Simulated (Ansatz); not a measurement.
NbAg (rock salt, space group No. 225) at seven volumes, the program Ansatz at the PBEsol level (PAW), scaled uniformly. One row is withheld.

| V (Å³/atom) | P (GPa) |
|---|---|
| 17.725 | 15.89 |
| 18.309 | 9.67 |
| 18.894 | 4.42 |
| 19.478 | 0.00 |
| 20.063 | ? |
| 20.647 | -6.85 |
| 21.231 | -9.48 |

Fit the shown pressures and predict the withheld one.

Third-order Birch–Murnaghan: P = (3/2)B₀(x^(7/2) − x^(5/2))[1 + (3/4)(B′ − 4)(x − 1)] with x = (V₀/V)^(2/3). Least squares on the six rows gives V₀ = 19.479 Å³/atom, B₀ = 134.8 GPa, B′ = 4.71. At V = 20.063, x = 0.9805 and P = -3.71 GPa. The run itself gave -3.72 GPa.

Space group Fm-3m (rock salt). The start of the workflow was typed in or built on a structure type; neither database checked (COD, Materials Project) lists it. Whether it is the stable phase at ambient conditions was not checked. Symmetry was held in the PBEsol relaxation. At this level the phase is mechanically unstable. The run is not spin-polarised. Its formation energy is positive at this level, so the cell may be metastable or incomplete.

Potentials: the later of the program's two PAW sets.
